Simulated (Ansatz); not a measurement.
## Sb, first-principles data

Sb in space group I4_132 (No. 214; Sb on 8a), a = b = c = 8.008 Å, α = β = γ = 90.00°; the cell used has 4 atoms.

Space group I4_132 (No. 214); conventional cell a = 8.0081 Å, b = 8.0081 Å, c = 8.0081 Å, α = 90.00°, β = 90.00°, γ = 90.00°.

Method: the program Ansatz at the r²SCAN level (PAW). The cell and atoms are relaxed at this level. Other levels are named where they apply.

**Cell and energy**

```
Item                  Value
---------------  ----------
Volume per atom    64.19 Å³
Density          3.15 g/cm³
```

**Electronic structure**

```
Quantity                                                                     Value
------------------------------------  --------------------------------------------
Electronic character                                             metallic (no gap)
Density of states at the Fermi level  0.59 states/eV per atom (mean over ±0.08 eV)
Gap with spin–orbit coupling                                       none (metallic)
```

**Mechanics**

```
Quantity                              Result
----------------------------------  --------
Bulk modulus (Birch–Murnaghan fit)  20.9 GPa
Pressure derivative B′                   4.6
```

The start of the workflow was typed in or built on a structure type; neither database checked (COD, Materials Project) lists it. It is not the phase usual at ambient conditions (space group No. 166). The r²SCAN relaxation kept the symmetry of its start; whether a distortion lowers the energy is not shown. The volume moved by 66 % from the start of the relaxation. Scalar-relativistic: spin–orbit coupling is off unless named, which matters more the heavier the elements.

Potentials: the later of the program's two PAW sets.
